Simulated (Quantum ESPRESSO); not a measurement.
## Au3Mg2ScRuW (one composition in several site orders)

Simulated, not a measurement. The program is pw.x of Quantum ESPRESSO 7.5 (plane-wave density functional theory). The cell is made up: eight metal atoms on a hexagonal close-packed lattice, with elements, volume, strain and displacements drawn at random and not relaxed, so it may be unstable or far from any real phase. PseudoDojo standard norm-conserving files set the functional (PBE unless stated); there is no spin polarisation or spin-orbit coupling, the Fermi-Dirac width of 0.25 eV means electrons at about 2900 K, and the masses in the input are unused placeholders. Heavy elements are run without spin-orbit coupling, which real alloys of them have. A spin test at this wide smearing found no moment, but such smearing suppresses magnetism that the real alloy may have.

The runs put one composition on the sites in different orders. Cell, positions, cutoff, mesh and smearing stay as in the input of run 1; sites are counted in its order. Stress in the tables is positive in tension.

Input of run 1:

```
&control calculation='scf', pseudo_dir='./dojo.nc.sr.pbe.v0_5.standard.upf', outdir='./o', disk_io='minimal', tprnfor=.true., tstress=.true. /
&system ibrav=0, nat=8, ntyp=5, nbnd=71, ecutwfc=84.00895049, nosym=.true., tot_charge=0,
 occupations='smearing', smearing='fd', degauss=0.0183746611
/
&electrons conv_thr=1.470e-08, electron_maxstep=70, mixing_beta=0.5 /
ATOMIC_SPECIES
Au 1.0 Au.upf
Mg 1.0 Mg.upf
Ru 1.0 Ru.upf
Sc 1.0 Sc.upf
W 1.0 W.upf
CELL_PARAMETERS angstrom
3.0073 0.0 0.0
0.0 5.2088 0.0
0.0 0.0 9.5123
ATOMIC_POSITIONS angstrom
Au -0.0062 0.0278 0.0314
Au 0.0649 0.0407 4.7819
Mg 0.0095 1.7827 2.3468
Au 0.0429 1.6841 7.1583
Mg 1.4707 2.648 -0.0288
Sc 1.5116 2.6578 4.7018
Ru 1.5305 4.337 2.3205
W 1.5121 4.3661 7.0901
K_POINTS automatic
8 5 3 1 1 1
```

| run | elements on sites 1 to 8 | free energy less that of run 1 (eV) | -TS (eV) | pressure (GPa) | stress xx (GPa) | stress yy (GPa) | stress zz (GPa) | stress yz (GPa) | stress xz (GPa) | stress xy (GPa) | iterations |
| --- | --- | --- | --- | --- | --- | --- | --- | --- | --- | --- | --- |
| 1 | Au Au Mg Au Mg Sc Ru W | 0.000 | -1.517 | -6.82 | 5.87 | 11.27 | 3.32 | -0.37 | 0.01 | -0.05 | 17 |
| 2 | Au Ru Mg Au W Sc Au Mg | -0.054 | -1.358 | -6.82 | 7.21 | 11.96 | 1.28 | -0.51 | 0.04 | -0.08 | 16 |
| 3 | Mg Au Ru Mg Sc Au W Au | 0.562 | -1.316 | -5.77 | 5.67 | 8.08 | 3.57 | -0.53 | -0.11 | -0.21 | 18 |
| 4 | W Mg Ru Au Sc Au Mg Au | -0.153 | -1.323 | -5.71 | 4.92 | 7.13 | 5.07 | 0.13 | -0.12 | -0.08 | 16 |
| 5 | Au Mg W Au Au Mg Sc Ru | 1.044 | -1.370 | -4.76 | 6.37 | 4.10 | 3.80 | -0.03 | 0.06 | -0.01 | 15 |
| 6 | Au Mg Au Mg Ru Sc W Au | 0.702 | -1.482 | -6.11 | 5.11 | 7.39 | 5.83 | 1.37 | 0.22 | -0.08 | 18 |

Forces Fx Fy Fz (eV/Å):

| site | run 1 | run 2 | run 3 | run 4 | run 5 | run 6 |
| --- | --- | --- | --- | --- | --- | --- |
| 1 | 0.02 -0.35 -0.11 | 0.01 -0.03 -0.40 | -0.01 0.14 -0.06 | 0.03 1.00 -0.11 | 0.02 -0.03 -0.24 | 0.02 -0.06 0.11 |
| 2 | -0.14 -0.21 -0.40 | -0.08 0.13 -0.61 | -0.09 0.16 -1.02 | -0.08 0.23 0.17 | -0.13 0.19 0.94 | -0.16 -0.15 -0.35 |
| 3 | -0.02 -0.52 -0.30 | -0.03 -0.67 -0.77 | -0.01 0.04 -0.44 | 0.01 -1.07 -0.90 | -0.01 -0.35 -0.46 | -0.01 -0.19 0.18 |
| 4 | -0.07 0.58 -0.03 | -0.10 0.37 0.01 | -0.11 0.02 -1.50 | -0.10 0.24 0.14 | -0.08 0.21 -0.77 | -0.11 0.26 1.13 |
| 5 | 0.06 0.10 -0.43 | 0.12 0.06 -0.31 | 0.08 0.09 1.80 | 0.09 -0.47 0.20 | 0.10 0.01 0.50 | 0.13 0.60 0.84 |
| 6 | 0.10 0.48 0.89 | 0.04 -0.04 0.95 | 0.04 -0.19 -0.33 | 0.04 0.10 -0.39 | 0.06 -0.27 1.03 | 0.12 0.29 -0.78 |
| 7 | -0.02 -0.44 0.49 | -0.02 -0.36 0.82 | 0.03 0.00 0.81 | -0.03 0.15 0.39 | -0.02 0.38 -0.90 | -0.03 -0.31 -1.00 |
| 8 | 0.06 0.38 -0.12 | 0.06 0.54 0.31 | 0.07 -0.26 0.74 | 0.05 -0.18 0.50 | 0.06 -0.14 -0.10 | 0.04 -0.45 -0.12 |

The sites are displaced and not relaxed, so the energy differences mix bonding between neighbours with strain and are not ordering energies. A rerun of one cell of this series at a higher cutoff and on a denser mesh moved values by no more than 0.004 eV in energy, 0.03 GPa in stress and 0.006 eV/Å in force, and a second program with other atomic files agreed on that cell to 2 % rms in force and 0.5 GPa in pressure.